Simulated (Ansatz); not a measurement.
Se:
```
CELL_PARAMETERS angstrom
      0.00000     3.14424     3.14424
      3.14424     0.00000     3.14424
      3.14424     3.14424     0.00000
ATOMIC_POSITIONS crystal
  Se 0.00000 0.00000 0.00000
  Se 0.25000 0.25000 0.25000
```

Relaxed with r²SCAN. Special points in fractions of this cell's reciprocal vectors: Γ (0.000, 0.000, 0.000); X (0.500, 0.000, 0.500); U (0.625, 0.250, 0.625); K (0.375, 0.375, 0.750); L (0.500, 0.500, 0.500); W (0.500, 0.250, 0.750).

Problem. List the band energies nearest the Fermi level at these points for r²SCAN in the plane-wave PAW code Ansatz.

Solution. In eV from the Fermi level; about four levels below and three above (degenerate sets whole), none deeper than 8.9 eV; … stands for higher levels left out; points with the same levels are listed once.

```json
[
 {"k": "Γ", "below": "-3.68 -3.68 -3.68 -0.82 -0.82 -0.82", "above": "4.74 …"},
 {"k": "X", "below": "-5.22 -5.22 -2.00 -2.00", "above": "2.29 2.29 6.58 6.58"},
 {"k": "U", "below": "-5.65 -5.00 -2.20 -0.67", "above": "1.68 1.77 5.64"},
 {"k": "L", "below": "-4.42 -4.42 -4.29", "above": "0.32 0.32 1.82"},
 {"k": "W", "below": "-5.46 -5.46 -1.19 -1.19", "above": "1.56 1.56 6.31 6.31"}
]
```

Space group Fd-3m (diamond). The start of the workflow was typed in or built on a structure type; neither database checked (COD, Materials Project) lists it. It is not the phase usual at ambient conditions (space group No. 152). The r²SCAN relaxation kept the symmetry of its start; whether a distortion lowers the energy is not shown. The volume moved by 26 % from the start of the relaxation. Scalar-relativistic: spin–orbit coupling is off unless named, which matters more the heavier the elements.

Potentials: the later of the program's two PAW sets.
